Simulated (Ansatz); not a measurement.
Values for one crystal, relaxed and computed with r²SCAN in the plane-wave PAW code Ansatz; other levels are named.

| Property | Value |
|---|---|
| Volume per atom | 35.28 Å³ |
| Band gap | 1.21 eV (direct) |
| Formation energy from the elements (no fitted shifts) | -55 kJ/mol of atoms |
| Hole effective mass with spin–orbit coupling | 0.14, 0.14, 1.2 mₑ (principal values) |
| Pressure derivative B′ | 4.6 |
| Electron effective mass | 0.086, 0.098, 0.098 mₑ (principal values) |
| Hole effective mass, band 2 of 2 at the edge | 0.094 along x, 1.2 along z (mₑ) |

Q: Pick the material that matches.
A) BiTeBr, P3m1 (Bi on 1a, Te on 1b, Br on 1c)
B) K3GaF6, Fm-3m (K on 8c, K on 4b, Ga on 4a, F on 24e)
C) TeO2, P4_32_12 (Te on 4a, O on 8b)
D) CdTe, wurtzite

A: D, CdTe, wurtzite

Space group P6_3mc (wurtzite). The first step of the workflow began from a Materials Project structure, measured or hypothetical; the Crystallography Open Database copy checked does not list it. It is not the phase usual at ambient conditions (space group No. 216). Symmetry was held in the r²SCAN relaxation; its stability against distortions is not shown here. The references are the lowest solids computed at this level, not always the standard phases. Scalar-relativistic: spin–orbit coupling is off unless named, which matters more the heavier the elements.

Potentials: the later of the program's two PAW sets.
